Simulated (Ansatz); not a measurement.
In PBE in the plane-wave PAW code Ansatz, Cu3Sb in the hexagonal phase (P6/mmm; Sb on 1a, Cu on 1b, Cu on 2c) relaxes to a = 4.534 Å, c = 4.946 Å. Cu on 1b has 2 nearest neighbours from 2.47 Å (linear). Against the elements it lies at 0.42 eV/atom, with no fitted shifts.

Electronic character: metallic (no gap).

The bulk modulus is 55.9 GPa.

The start of the workflow was typed in or built on a structure type; neither database checked (COD, Materials Project) lists it. Its standing as an ambient phase is unchecked. The cell was relaxed with PBE under the symmetry of its start; whether a distortion lowers the energy is not shown. The run is not spin-polarised. Its formation energy is positive at this level, so the cell may be metastable or incomplete. The references are the lowest solids computed at this level, not always the standard phases. Scalar-relativistic: spin–orbit coupling is off unless named, which matters more the heavier the elements.

Potentials: the later of the program's two PAW sets.
